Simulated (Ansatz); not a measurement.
KNbSe2 in space group P6_3/mmc (No. 194; K on 2a, Se on 4f, Nb on 2b), DFT-r²SCAN in the program Ansatz with PAW potentials. The conduction-band minimum lies on the K–Γ line, 59 % of the way from K, with 6 equivalent valleys. Second derivatives d²E/dk² of the lowest band at one valley (eV·Å²), along Cartesian directions:

| direction | d²E/dk² |
|---|---|
| [100] | 5.318 |
| [010] | 8.175 |
| [001] | 14.99 |
| [110] | 4.277 |
| [101] | 10.16 |
| [011] | 11.58 |

**Question.** Find the principal effective masses, the density-of-states mass and the conductivity mass.

**Answer.** Off-diagonal terms follow from H_xy = H[110] − (H_xx + H_yy)/2, and m*/mₑ = 7.620 eV·Å² over each eigenvalue: 0.51, 0.79, 2.0. One valley's DOS mass (m₁m₂m₃)^(1/3) = 0.92, conductivity mass 3/(Σ 1/mᵢ) = 0.80 mₑ.

**Question.** What effective density of states Nc follows at 300 K for parabolic valleys?

**Answer.** Nc = 2.509e19 × 6 × (0.92)^(3/2) ≈ 1.3e20 cm⁻³.

The workflow started from an entry of the Crystallography Open Database (COD). Its standing as an ambient phase is unchecked. Symmetry was held in the r²SCAN relaxation; whether a distortion lowers the energy is not shown. The run is not spin-polarised. Scalar-relativistic: spin–orbit coupling is off unless named, which matters more the heavier the elements.

Potentials: the later of the program's two PAW sets.

Edges and masses are those of Kohn–Sham bands, whose gap is no quasiparticle gap.
